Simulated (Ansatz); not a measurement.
## Al (P6_3/mmc), axial (c/a) deformation path

Method: Ansatz, DFT LDA, scalar-relativistic, plane waves, PAW. Cutoff 420 eV, Γ-centred 21×21×12 k-points, Gaussian smearing of 0.15 eV. No spin polarisation. Energies are free energies at this smearing, counted from the undisturbed cell; pressure is positive in compression.

The starting cell (as given, not relaxed at this level; it stands at -3.0 GPa; this form isn't the usual structure):

```
CELL_PARAMETERS angstrom
2.81246 0.00000 0.00000
-1.40623 2.43566 0.00000
0.00000 0.00000 4.86685
ATOMIC_POSITIONS crystal
Al 0.66667 0.33333 0.75000
Al 0.33333 0.66667 0.25000
```

At fixed volume and fractional coordinates, lengths along (0.000, 0.000, 1.000) are scaled against those across it; ρ is that ratio over its starting value. The cell is metallic on the mesh throughout.

Over the sampled range (0.800 to 1.200), is the undisturbed cell the lowest point?

No: the energy is lower at ρ = 0.960, -4.9 in ΔE (meV/atom).

The scan:

```
    ρ  ΔE (meV/atom)
0.800           52.0
0.850           20.7
0.920           -0.8
0.960           -4.9
1.000            0.0
1.050           12.3
1.100           33.9
1.200          107.6
```